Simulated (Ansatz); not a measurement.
Cu Kα1 powder pattern (kinematic, no thermal factors).
```json
{"2θ (°)": "13.47", "relative intensity": "1"}
{"2θ (°)": "18.99", "relative intensity": "2"}
{"2θ (°)": "20.17", "relative intensity": "3"}
{"2θ (°)": "23.36", "relative intensity": "100"}
{"2θ (°)": "26.98", "relative intensity": "1"}
{"2θ (°)": "27.84", "relative intensity": "1"}
{"2θ (°)": "27.91", "relative intensity": "1"}
{"2θ (°)": "30.27", "relative intensity": "1"}
{"2θ (°)": "33.98", "relative intensity": "1"}
{"2θ (°)": "38.53", "relative intensity": "26"}
{"2θ (°)": "38.64", "relative intensity": "52"}
{"2θ (°)": "45.54", "relative intensity": "33"}
{"2θ (°)": "45.74", "relative intensity": "16"}
{"2θ (°)": "55.62", "relative intensity": "9"}
{"2θ (°)": "55.96", "relative intensity": "4"}
{"2θ (°)": "61.14", "relative intensity": "7"}
{"2θ (°)": "61.30", "relative intensity": "13"}
{"2θ (°)": "69.78", "relative intensity": "17"}
{"2θ (°)": "70.00", "relative intensity": "9"}
{"2θ (°)": "74.64", "relative intensity": "7"}
{"2θ (°)": "74.78", "relative intensity": "4"}
{"2θ (°)": "75.07", "relative intensity": "4"}
{"2θ (°)": "82.58", "relative intensity": "3"}
{"2θ (°)": "82.86", "relative intensity": "5"}
{"2θ (°)": "87.29", "relative intensity": "5"}
{"2θ (°)": "87.43", "relative intensity": "5"}
{"2θ (°)": "87.71", "relative intensity": "5"}
```

The pattern is computed from a structure relaxed with Ansatz 0.2.0, DFT PBE, scalar-relativistic, plane waves, PAW. No spin polarisation. Its elements are Cd, Mg, Te.

Task: Give the structure.

Result: MgCd3Te4.
Space group P-4m2 (No. 115). a = 4.670 Å, b = 4.670 Å, c = 13.134 Å, α = 90.00°, β = 90.00°, γ = 90.00°
```json
{"atom": "Mg", "site": "1d", "symmetry": "-4m2", "x": "0.0000", "y": "0.0000", "z": "0.5000"}
{"atom": "Cd", "site": "1a", "symmetry": "-4m2", "x": "0.0000", "y": "0.0000", "z": "0.0000"}
{"atom": "Cd", "site": "2f", "symmetry": "2mm.", "x": "0.5000", "y": "0.5000", "z": "0.2525"}
{"atom": "Te", "site": "2g", "symmetry": "2mm.", "x": "0.5000", "y": "0.0000", "z": "0.3793"}
{"atom": "Te", "site": "2g", "symmetry": "2mm.", "x": "0.5000", "y": "0.0000", "z": "0.8738"}
```

A pattern alone doesn't exclude other cells with like lines; this is the one computed.

The structure comes from a generated guess; another structure or a mixture of phases may lie lower.
